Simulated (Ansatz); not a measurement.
# MoS2 (3R-MoS2 type, space group R3m), sliding energy of a bilayer

Interlayer sliding in a free bilayer taken from bulk MoS₂ (3R-MoS2 type, space group R3m): the upper half of the atoms below is shifted in the plane.

```yaml
crystal:
  lattice:
    - [3.17521, 0.00000, 0.00000]
    - [1.58761, 2.74982, 0.00000]
    - [0.00000, 0.00000, 24.30410]
  atoms:
    - { symbol: S, position: [0.49998, 0.49998, 0.30859] }
    - { symbol: Mo, position: [0.83331, 0.83331, 0.37257] }
    - { symbol: S, position: [0.49998, 0.49998, 0.43652] }
    - { symbol: S, position: [0.16665, 0.16665, 0.56348] }
    - { symbol: Mo, position: [0.49998, 0.49998, 0.62746] }
    - { symbol: S, position: [0.16665, 0.16665, 0.69141] }
```

In-plane vectors a = (3.175, 0.000) Å, b = (1.588, 2.750) Å, area 8.73 Å². The shift is s times the vector a (length 3.175 Å), so s = 1 restores the start. Atoms relax along the normal only. γ = [E(shift) − E(0)] / area.

All values below come from r2SCAN+rVV10 (plane waves to 500 eV, PAW, scalar-relativistic; Ansatz, a program for electronic structure). k mesh 12×12×1 (Γ-centred), Fermi-Dirac smearing 0.05 eV. E is the zero-smearing estimate. Forces were relaxed to 0.02 eV/Å only, which leaves the soft interlayer gap uncertain by some hundredths of an Å. MoS2 is run without spin polarisation. MoS2 was relaxed with its symmetry unable to fall. This is one of several known forms of MoS2; the measured ambient cells at hand have space group No. 194. γ is measured from zero shift.

```tsv
shift (Å)	γ·area (meV/cell)	gap between the layers (Å)
0.000	0.0	3.09
0.265	4.9	3.09
0.529	14.9	3.22
0.794	26.6	3.33
1.058	35.9	3.40
1.323	41.7	3.46
1.588	43.6	3.46
1.852	41.7	3.46
2.117	35.9	3.40
2.381	26.6	3.33
2.646	14.9	3.22
2.911	4.9	3.09
```

Summary:

```
Property                                                                                  Value
---------------------------------------------------------------  ------------------------------
Highest computed γ on the line                                                         80 mJ/m²
Position of the highest point                                                         s = 0.500
Local minima between the ends                                          no computed point is one
Steepest slope dγ/d(shift) before the first maximum (spline)                           0.83 GPa
Stacking at the highest point                                    no atom directly above another
Stacking at the lowest point                                              s = 0.000, Mo above S
Rise of the interlayer gap from the lowest to the highest point                           0.4 Å
```

(The slope of γ gives the shear force per area between the displaced halves; near zero shift its curvature is an elastic stiffness.)
